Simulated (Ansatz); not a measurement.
Ru:
```xyz
2
Lattice="2.6905 0.0000 0.0000 -1.3453 2.3300 0.0000 0.0000 0.0000 4.2510" Properties=species:S:1:pos:R:3 pbc="T T T"
Ru     0.0000     1.5534     1.0628
Ru     1.3453     0.7767     3.1883
```

Relaxed with PBEsol. Special points in fractions of this cell's reciprocal vectors: Γ (0.000, 0.000, 0.000); M (0.500, 0.000, 0.000); K (0.333, 0.333, 0.000); A (0.000, 0.000, 0.500); L (0.500, 0.000, 0.500); H (0.333, 0.333, 0.500).

Task: List the band energies nearest the Fermi level at these points for PBEsol with spin–orbit coupling in the plane-wave PAW code Ansatz.

Result: In eV from the Fermi level; about four levels below and three above (degenerate sets whole), none deeper than 8.9 eV; points with the same levels are listed once.

```csv
k,below,above
Γ,-1.54 -1.54 -1.40 -1.40,1.09 1.09 1.20 1.20
M,-1.93 -1.93 -1.61 -1.61,1.42 1.42 1.79 1.79
K,-2.94 -2.94 -1.17 -1.17,0.92 0.92 1.07 1.07
A,-2.78 -2.78 -2.78 -2.78,0.49 0.49 0.49 0.49
L,-1.16 -1.16 -1.16 -1.16,0.38 0.38 0.38 0.38
H,-1.39 -1.39 -1.18 -1.18,1.19 1.19 1.24 1.24
```

Space group P6_3/mmc (hcp (Mg type)). The cell was relaxed with PBEsol under the symmetry of its start; of distortions, only those at the zone centre were tested. No spin polarisation was allowed.

Potentials: the earlier of the program's two PAW sets.
